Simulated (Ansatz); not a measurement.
## Band structure of ZrBr

```yaml
crystal:
  lattice:
    - [3.45439, 0.00000, 0.00000]
    - [-1.72719, 2.99159, 0.00000]
    - [0.00000, 0.00000, 9.98886]
  atoms:
    - { symbol: Zr, position: [0.66667, 0.33333, 0.62348] }
    - { symbol: Zr, position: [0.33333, 0.66667, 0.37652] }
    - { symbol: Br, position: [0.66667, 0.33333, 0.18258] }
    - { symbol: Br, position: [0.33333, 0.66667, 0.81742] }
```

Atoms are numbered in the order listed.

Structure from Materials Project entry mp-1066783 (possibly hypothetical), not relaxed further.

All numbers below come from Ansatz 0.2.0, DFT, PBEsol, all-electron LAPW, scalar-relativistic.

Settings: a Γ-centred 12×12×4 k mesh, Fermi–Dirac smearing of 0.08 eV, basis error target 1 meV/atom, no spin polarisation.

Points in fractions of the reciprocal vectors of this cell: Γ (0, 0, 0), M (0.5, 0, 0), K (0.333, 0.333, 0), A (0, 0, 0.5), L (0.5, 0, 0.5), H (0.333, 0.333, 0.5). The path joins them by straight lines in the order Γ–M–K–Γ–A–L–H–A–L; legs that retrace an earlier one aren't tabulated. Energies are in eV from the Fermi level.

(1) Metal or insulator at this level of theory?

(2) Tabulate bands 51 to 56, counted from the lowest band of the run, along the path.

Results:

(1) No gap opens: metallic or semimetallic.

(2) 
```tsv
k (1/Å)	point	band 51	band 52	band 53	band 54	band 55	band 56
0.00	Γ	-2.50	-1.34	0.59	0.59	0.76	0.99
0.15		-2.31	-1.30	0.46	0.59	0.62	1.07
0.30		-2.14	-1.18	0.16	0.28	0.72	1.17
0.45		-2.02	-1.07	-0.20	0.03	0.92	1.36
0.60		-1.89	-1.17	-0.52	0.11	1.13	1.75
0.75		-1.70	-1.39	-0.79	0.42	1.26	2.33
0.90		-1.59	-1.43	-1.00	0.65	1.32	2.79
1.05	M	-1.65	-1.27	-1.14	0.72	1.33	3.10
1.14		-1.60	-1.24	-1.14	0.74	1.28	3.11
1.22		-1.50	-1.16	-1.13	0.78	1.16	3.08
1.31		-1.38	-1.09	-1.03	0.82	1.01	3.01
1.40		-1.34	-0.98	-0.90	0.85	0.88	2.95
1.48		-1.34	-0.84	-0.78	0.79	0.88	2.93
1.57		-1.35	-0.74	-0.71	0.74	0.92	2.95
1.66	K	-1.35	-0.70	-0.70	0.74	0.94	3.03
1.83		-1.38	-0.76	-0.72	0.74	0.78	2.70
2.00		-1.53	-0.81	-0.70	0.39	0.80	2.20
2.18		-1.72	-0.81	-0.59	0.04	0.87	1.86
2.35		-1.89	-0.92	-0.32	-0.02	0.77	1.66
2.52		-2.07	-1.12	0.09	0.18	0.67	1.35
2.70		-2.28	-1.29	0.45	0.52	0.63	1.10
2.87	Γ	-2.50	-1.34	0.59	0.59	0.76	0.99
2.91		-2.49	-1.36	0.59	0.59	0.76	0.99
2.96		-2.43	-1.39	0.59	0.59	0.76	0.99
3.00		-2.35	-1.44	0.59	0.59	0.77	0.98
3.05		-2.25	-1.51	0.59	0.59	0.77	0.98
3.09		-2.14	-1.59	0.59	0.59	0.78	0.98
3.14		-2.04	-1.67	0.59	0.59	0.78	0.97
3.18	A	-1.99	-1.72	0.59	0.59	0.79	0.97
3.33		-1.93	-1.64	0.47	0.58	0.62	1.07
3.48		-1.91	-1.45	0.19	0.26	0.72	1.32
3.63		-1.95	-1.23	-0.14	0.01	0.92	1.65
3.78		-1.93	-1.22	-0.48	0.09	1.13	1.99
3.93		-1.79	-1.37	-0.78	0.41	1.29	2.30
4.08		-1.61	-1.48	-1.01	0.64	1.35	2.63
4.23	L	-1.59	-1.41	-1.14	0.71	1.37	2.84
4.32		-1.55	-1.38	-1.14	0.73	1.34	2.79
4.41		-1.46	-1.28	-1.12	0.78	1.25	2.70
4.49		-1.36	-1.14	-1.08	0.81	1.14	2.66
4.58		-1.32	-0.98	-0.98	0.82	1.03	2.69
4.67		-1.33	-0.85	-0.84	0.83	0.95	2.77
4.75		-1.34	-0.76	-0.75	0.85	0.91	2.85
4.84	H	-1.35	-0.73	-0.73	0.87	0.91	2.87
5.01		-1.37	-0.79	-0.75	0.73	0.89	2.56
5.19		-1.54	-0.85	-0.70	0.39	0.88	2.13
5.36		-1.76	-0.88	-0.54	0.05	0.89	1.82
5.53		-1.88	-1.05	-0.27	-0.02	0.82	1.62
5.71		-1.90	-1.36	0.11	0.18	0.71	1.33
5.88		-1.92	-1.62	0.45	0.51	0.64	1.08
6.05	A	-1.99	-1.72	0.59	0.59	0.79	0.97
```
